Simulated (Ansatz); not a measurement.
# Bi2Te2Pb2S3 with one atom moved — ³³S NMR of the central transition

Cell: an entry of the Crystallography Open Database (COD; perhaps a calculated or model structure), relaxed with PBE at fixed cell and then changed (atom 6 (Te) moved by 0.15 Å).

```xyz
18
Lattice="4.2605 0.0000 0.0000 -2.1303 3.6897 0.0000 0.0000 0.0000 33.8180" Properties=species:S:1:pos:R:3 pbc="T T T"
Bi    0.0000    2.4598    6.8628
Bi    2.1303    1.2299   26.9551
Bi    0.0000    2.4598   13.4619
Bi    2.1303    1.2299   20.3560
Te    0.0000    2.4598   25.1634
Te    2.2803    1.2299    8.6546
Te    0.0000    0.0000   11.6696
Te    0.0000    0.0000   22.1484
Pb    0.0000    2.4598   30.4011
Pb    2.1303    1.2299    3.4169
Pb    0.0000    0.0000    0.0000
Pb    0.0000    0.0000   16.9090
S     0.0000    0.0000   28.7055
S     0.0000    0.0000    5.1125
S     0.0000    2.4598    1.7058
S     2.1303    1.2299   32.1122
S     0.0000    2.4598   18.6081
S     2.1303    1.2299   15.2099
```

Atom numbers follow the list; atoms alike are taken as one site, whose name carries the number of the first.

Level of theory: DFT, PBE, plane waves and PAW, scalar-relativistic, 420 eV cutoff, Γ-centred 8×8×1 k-points, Fermi–Dirac smearing 0.02 eV (Ansatz 0.2.0).

³³S has I = 3/2 and Q = -69.40 mb (Pyykkö 2018); at 23.5 T its Larmor frequency is ν₀ = 76.9 MHz. Only the quadrupole interaction is simulated: positions count from each site's isotropic chemical shift, and J coupling is left out, as are shift anisotropy and dipolar coupling, which fast spinning averages.

Q: Give C_Q, η, the quadrupolar product P_Q = |C_Q|(1 + η²/3)^½, the second-order isotropic shift and the breadth of the pattern (fast magic-angle spinning) for each S site.

A: 

| site | first shell | C_Q (MHz) | η | P_Q (MHz) | δ_QIS (ppm) | breadth (kHz) |
| --- | --- | --- | --- | --- | --- | --- |
| S13 | 3 Pb at 2.99 Å, 3 Bi at 3.02 Å | -0.156 | 0.10 | 0.157 | -0.104 | 0.0176 |
| S14 | 3 Pb at 2.99 Å, 3 Bi at 3.02 Å | 1.78 | 0.93 | 2.02 | -17.2 | 2.93 |
| S15 | 6 Pb at 2.99–3.00 Å | 0.613 | 0.58 | 0.647 | -1.77 | 0.315 |
| S16 | 6 Pb at 2.99–3.00 Å | 0.567 | 0.14 | 0.569 | -1.37 | 0.234 |
| S17 | 3 Pb at 2.99 Å, 3 Bi at 3.02 Å | -0.153 | 0.06 | 0.153 | -0.0994 | 0.0167 |
| S18 | 3 Pb at 2.99 Å, 3 Bi at 3.02 Å | -0.161 | 0.29 | 0.163 | -0.112 | 0.0197 |

δ_QIS = −(ν_Q²/30ν₀²)[I(I+1) − 3/4](1 + η²/3) × 10⁶ ppm with ν_Q = 3|C_Q|/[2I(2I−1)]; it falls as 1/B₀² in ppm, and the breadth as 1/B₀ in kHz.

Without spin–orbit coupling the gradients at and beside Bi and Pb can be off by some per cent, at some sites by more. With a gap of 0.4 eV on this mesh, small gradients can still move by 0.1 × 10²¹ V/m² or more as the k-mesh gets denser. The atoms aren't relaxed after the move (largest force 0.6 eV/Å).
